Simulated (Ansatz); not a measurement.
AlAs:
```cif
data_Al4As4
_chemical_formula_sum 'As4 Al4'
_space_group_name_H-M_alt 'F-43m'
_space_group_IT_number 216
_space_group_name_Hall 'F -4 2 3'
_cell_length_a 5.67453
_cell_length_b 5.67453
_cell_length_c 5.67453
_cell_angle_alpha 90.000
_cell_angle_beta 90.000
_cell_angle_gamma 90.000
loop_
_atom_site_label
_atom_site_type_symbol
_atom_site_symmetry_multiplicity
_atom_site_Wyckoff_symbol
_atom_site_fract_x
_atom_site_fract_y
_atom_site_fract_z
_atom_site_occupancy
As1 As 4 c 0.25000 0.25000 0.25000 1
Al1 Al 4 a 0.00000 0.00000 0.00000 1
```
(The calculation used a cell of 2 atoms; values per cell refer to that cell.)

Relaxed with PBEsol.

Which orbitals make up the states near the band edges in plane-wave PAW PBEsol (Ansatz code)?

Top 1 eV of the valence band: As 4p 79 %, Al 3p 19 %. Bottom 1 eV of the conduction band: Al 3p 54 %, As 4s 15 %, Al 3s 9 %, As 4p 8 %, outside the projected shells 13 %. Projections are on Löwdin-orthogonalised atomic valence shells; empty p or d shells of many metals are not among them.

Tabulate the density of states.

States/eV per cell of 2 atoms, in 0.25 eV bins, energy from the valence-band maximum.

```tsv
E (eV)	total	As 4p	Al 3p	Al 3s
-7.85	0.00	0.00	0.00	0.00
-7.60	0.00	0.00	0.00	0.00
-7.35	0.00	0.00	0.00	0.00
-7.10	0.00	0.00	0.00	0.00
-6.85	0.00	0.00	0.00	0.00
-6.60	0.00	0.00	0.00	0.00
-6.35	0.00	0.00	0.00	0.00
-6.10	0.00	0.00	0.00	0.00
-5.85	0.00	0.00	0.00	0.00
-5.60	0.03	0.02	0.01	0.01
-5.35	0.77	0.43	0.10	0.23
-5.10	2.92	1.59	0.22	1.04
-4.85	1.17	0.64	0.11	0.36
-4.60	0.70	0.38	0.07	0.19
-4.35	0.49	0.27	0.05	0.12
-4.10	0.39	0.22	0.04	0.09
-3.85	0.30	0.17	0.03	0.06
-3.60	0.25	0.14	0.02	0.05
-3.35	0.90	0.54	0.27	0.06
-3.10	1.22	0.74	0.37	0.07
-2.85	1.10	0.68	0.32	0.07
-2.60	1.15	0.70	0.33	0.07
-2.35	1.37	0.86	0.41	0.07
-2.10	1.76	1.14	0.53	0.06
-1.85	1.72	1.14	0.49	0.05
-1.60	1.65	1.13	0.45	0.04
-1.35	1.61	1.14	0.41	0.03
-1.10	1.59	1.17	0.37	0.02
-0.85	1.39	1.07	0.29	0.01
-0.60	0.82	0.65	0.15	0.01
-0.35	0.53	0.44	0.08	0.00
-0.10	0.18	0.15	0.02	0.00
0.15	0.00	0.00	0.00	0.00
0.40	0.00	0.00	0.00	0.00
0.65	0.00	0.00	0.00	0.00
0.90	0.00	0.00	0.00	0.00
1.15	0.00	0.00	0.00	0.00
1.40	0.02	0.00	0.01	0.00
1.65	0.14	0.01	0.08	0.00
1.90	0.25	0.02	0.14	0.02
2.15	0.40	0.04	0.21	0.05
2.40	0.71	0.09	0.30	0.13
2.65	1.11	0.17	0.42	0.25
2.90	1.65	0.27	0.61	0.38
3.15	1.95	0.35	0.72	0.43
3.40	1.47	0.31	0.50	0.32
3.65	1.13	0.28	0.34	0.22
3.90	0.71	0.17	0.19	0.15
4.15	0.78	0.16	0.28	0.15
4.40	2.03	0.35	1.01	0.19
4.65	1.99	0.35	0.99	0.18
4.90	1.39	0.25	0.70	0.11
5.15	1.30	0.24	0.66	0.09
5.40	1.58	0.29	0.77	0.08
5.65	1.59	0.30	0.67	0.11
5.90	1.28	0.25	0.54	0.10
6.15	1.29	0.26	0.53	0.11
```

The cell was relaxed with PBEsol under the symmetry of its start. Spin–orbit coupling is left out wherever it is not named.

Potentials: the later of the program's two PAW sets.
